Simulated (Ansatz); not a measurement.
Values for one crystal, relaxed and computed with PBE in the plane-wave PAW code Ansatz; other levels are named.

| Property | Result |
|---|---|
| Volume per atom | 21.60 Å³ |
| Electronic character | metallic (no gap) |
| Gap with spin–orbit coupling | none (metallic) |
| Formation energy from the elements (no fitted shifts) | 0.060 eV/atom |
| Pressure derivative B′ | 4.9 |
| Bulk modulus (Birch–Murnaghan fit) | 709 kbar |
| Density of states at the Fermi level | 0.37 states/eV per atom (mean over ±0.08 eV) |

Problem. Pick the material that matches.
A. SnGe, NiAs type
B. Ge2Pd, Cmcm (Ge on 4c, Ge on 4c, Pd on 4c)
C. InAs, zinc blende
D. InP, NiAs type

Solution. D, InP, NiAs type

Space group P6_3/mmc (NiAs type). The start of the workflow was typed in or built on a structure type; neither database checked (COD, Materials Project) lists it. It is not the phase usual at ambient conditions (space group No. 216). Symmetry was held in the PBE relaxation; its stability against distortions is not shown here. The references are the lowest solids computed at this level, not always the standard phases. Scalar-relativistic: spin–orbit coupling is off unless named, which matters more the heavier the elements.

Potentials: the later of the program's two PAW sets.
